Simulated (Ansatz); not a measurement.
TiHg, DFT, LDA, PAW with Ansatz's default frozen-core files, scalar-relativistic (Ansatz 0.2.0), run on 1 thread of Intel(R) Xeon(R) 6975P-C (Granite Rapids) on a shared host.

The cell comes from COD entry 1522697, which wasn't checked; take it as a given geometry. The listed cell was then made from it by scaling, straining or moving an atom.

Command: `ansatz run input.yaml --threads 1 --pin off --max-ram 3072MiB --backend cpu --events-out ev --progress --plain --runs-dir out`

```yaml
crystal:
  lattice:
    - [2.9475746011, 0.0, 0.0]
    - [0.0, 2.9475746011, 0.0]
    - [0.0, 0.0, 3.9585074653]
  atoms:
    - { symbol: Ti, position: [0.5, 0.5, 0.5] }
    - { symbol: Hg, position: [0.0, 0.0, 0.0] }
kpoints:
  mp_grid: { grid: [14, 14, 10] }
scf:
  occupations: { method: fermi_dirac, width: 0.08 }
hamiltonian:
  xc: lda
  pseudopotentials: { kind: paw }
output:
  forces: true
  stress: true
  eigenvalues: true
  efg: { contact_densities: true }
```

(1) How large is the problem that the program sets up?

(2) About how long does it take, and how much memory does it use?

(3) And the same cell and mesh by crystal-made all-electron datasets, asked for forces, stress, eigenvalues, efg, on the same hardware?

Answers

(1) 216 irreducible k-points, 657 plane waves at Γ, 20 bands.

(2) 6.1 s of wall time for 7 SCF iterations, with a peak of 0.53 GiB. Times on shared machines scatter by tens of per cent.

(3) 25 s, peak memory 0.81 GiB.
